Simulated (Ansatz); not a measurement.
# How much do the gradients of TiO2 with carbon replacing Ti depend on the method?

Cell: a supercell of TiO2 (rutile type, P4_2/mnm) built from an entry of the Crystallography Open Database (COD), with the ions relaxed around the defect (PBE, within the symmetry of the start).

Space group Pmmm (No. 47); a = 6.4944, b = 6.4944, c = 8.8722 Å.

```
site  Wyckoff  site symmetry       x       y       z
   C       1a            mmm  0.0000  0.0000  0.0000
 Ti2       2q            mm2  0.0000  0.0000  0.3263
 Ti4       1f            mmm  0.5000  0.5000  0.0000
 Ti5       2t            mm2  0.5000  0.5000  0.3321
 Ti7       2s            mm2  0.5000  0.0000  0.1599
 Ti8       1d            mmm  0.5000  0.0000  0.5000
Ti10       2r            mm2  0.0000  0.5000  0.1604
Ti11       1g            mmm  0.0000  0.5000  0.5000
 O13       2i            2mm  0.3102  0.0000  0.0000
 O14       4w            .m.  0.2999  0.0000  0.3343
 O16       2k            2mm  0.8029  0.5000  0.0000
 O17       4x            .m.  0.8080  0.5000  0.3271
 O19       4v            m..  0.5000  0.3062  0.1675
 O20       2p            m2m  0.5000  0.3053  0.5000
 O22       4u            m..  0.0000  0.8313  0.1325
 O23       2n            m2m  0.0000  0.8023  0.5000
```

One atom of each set is listed.

First run. All values are calculated (Ansatz; DFT, PBE, plane waves and PAW, scalar-relativistic, 420 eV cutoff, Γ-centred 3×3×2 k-points, Fermi–Dirac smearing 0.01 eV), not measured.

```
site  V_zz (10²¹ V/m²)     η
   C              2.33  0.09
 Ti2              6.80  0.28
 Ti4             -2.43  0.25
 Ti5             -3.17  0.87
Ti10              9.70  0.29
Ti11              2.78  0.00
 O13              5.43  0.15
 O14              2.00  0.91
 O16              2.40  0.64
 O17              1.83  0.43
 O19              2.25  0.89
 O20              1.96  0.65
 O22             13.96  0.34
 O23             -3.95  0.01
```

Second run. The same atoms and settings, except that the functional is r2SCAN and the cutoff is 500 eV.

Task: Given the first result, estimate the second.

Result: 

```json
{"site": "C", "V_zz": "2.81", "η": "0.06", "change of V_zz": "+0.48"}
{"site": "Ti2", "V_zz": "6.59", "η": "0.29", "change of V_zz": "-0.21"}
{"site": "Ti4", "V_zz": "-2.50", "η": "0.24", "change of V_zz": "-0.07"}
{"site": "Ti5", "V_zz": "-3.24", "η": "0.86", "change of V_zz": "-0.07"}
{"site": "Ti10", "V_zz": "9.71", "η": "0.31", "change of V_zz": "+0.01"}
{"site": "Ti11", "V_zz": "2.83", "η": "0.03", "change of V_zz": "+0.05"}
{"site": "O13", "V_zz": "5.44", "η": "0.25", "change of V_zz": "+0.01"}
{"site": "O14", "V_zz": "2.15", "η": "0.97", "change of V_zz": "+0.15"}
{"site": "O16", "V_zz": "2.52", "η": "0.81", "change of V_zz": "+0.12"}
{"site": "O17", "V_zz": "1.85", "η": "0.61", "change of V_zz": "+0.02"}
{"site": "O19", "V_zz": "-2.41", "η": "0.93", "change of V_zz": "–"}
{"site": "O20", "V_zz": "2.04", "η": "0.82", "change of V_zz": "+0.08"}
{"site": "O22", "V_zz": "14.80", "η": "0.35", "change of V_zz": "+0.84"}
{"site": "O23", "V_zz": "-4.30", "η": "0.04", "change of V_zz": "-0.35"}
```

The largest change of V_zz along a kept axis is on O22, from 13.96 to 14.80. In per cent, |V_zz| changes by +20 on C, -3 to +3 on Ti, 0 to +9 on O (all sites that start above 0.5, bar those whose gradient vanishes or changes sign or whose main axis turns by over 40°). Where |V_zz| stays above 0.1 and the axes keep their order, η moves most on O17, from 0.43 to 0.61. On O19 the largest principal value lies along another axis in the second run, so the two V_zz can't be compared directly. The table leaves out 2 of the 16 sites, with |V_zz| up to 2.86; their tensors move by 0.06 at most along any direction. The statements above cover all sites.

The defect repeats with the cell of 36 atoms, so it feels its images: sites between two images don't show the values beside a lone defect, and zeros or small values of η there can come from the images' arrangement. O and Ti carry a gradient in the pure host already, so the values there aren't the defect's effect alone. The relaxation keeps the site symmetry mmm of the start, so the impurity can't leave its site; a start off the site could end lower. The symmetry of the start holds C at 1.61 Å from its nearest O, well beyond a usual C–O bond (about 1.4 Å). This is probably a saddle point: let free, the atom would likely move off the site and bind to fewer neighbours, so the values at and beside it aren't those of the real defect.
For the second run: The cell keeps the host's lattice, where the r2SCAN pressure is -6 GPa.
